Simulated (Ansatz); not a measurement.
HfS$_{2}$:
```
HfS2
1.0
    3.56437     0.00000     0.00000
   -1.78218     3.08683     0.00000
    0.00000     0.00000    32.00000
Hf S
1 2
Direct
  0.00000   0.00000   0.50000
  0.33333   0.66667   0.45506
  0.66667   0.33333   0.54494
```
Free-standing layer in the xy plane with vacuum along z and no interaction between images.

Relaxed with LDA.

Q: All from LDA in the plane-wave PAW code Ansatz, unless another level is named. Give the conduction-band minimum.

A: at M.

Q: Predict the ionisation potential (Kohn–Sham).

A: 6.39 eV.

Q: And the electron affinity (Kohn–Sham)?

A: 5.41 eV.

Q: What about the valence-band maximum?

A: at Γ.

Space group P-3m1 (1T). A layer that has been made, often on a substrate. Symmetry was held in the LDA relaxation; its stability against distortions is not shown here. No spin polarisation was allowed. Spin–orbit coupling is left out wherever it is not named.

Potentials: the later of the program's two PAW sets.

Edges and masses are those of Kohn–Sham bands, whose gap is no quasiparticle gap.
